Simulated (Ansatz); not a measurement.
Pb (fcc, Cu type)

```xyz
1
Lattice="0.0000 2.5170 2.5170 2.5170 0.0000 2.5170 2.5170 2.5170 0.0000" Properties=species:S:1:pos:R:3 pbc="T T T"
Pb     0.0000     0.0000     0.0000
```

The volume is varied about the relaxed value V₀ at fixed cell shape. Symmetry pins the atoms to their sites.

All values below come from PBE (plane waves to 420 eV, PAW, scalar-relativistic; Ansatz, a program for electronic structure). k mesh 16×16×16 (Γ-centred), Fermi-Dirac smearing 0.05 eV. Compression counts positive. Pb was relaxed with its symmetry unable to fall. Spin-orbit coupling is left out, though Pb is heavy. The relaxed volume of Pb is well above the measured one; the method has no dispersion term.

At one point of the scan the stress tensor (GPa) is:

```
    2.4      0.0      0.0
    0.0      2.4      0.0
    0.0      0.0      2.4
```

Question: Which point is it?
(A) V/V₀ = 0.900
(B) V/V₀ = 0.950
(C) V/V₀ = 0.917
(D) V/V₀ = 0.983

Answer: B, V/V₀ = 0.950

(Under strain, the slope of the energy per volume gives the stress and its curvature an elastic modulus.)
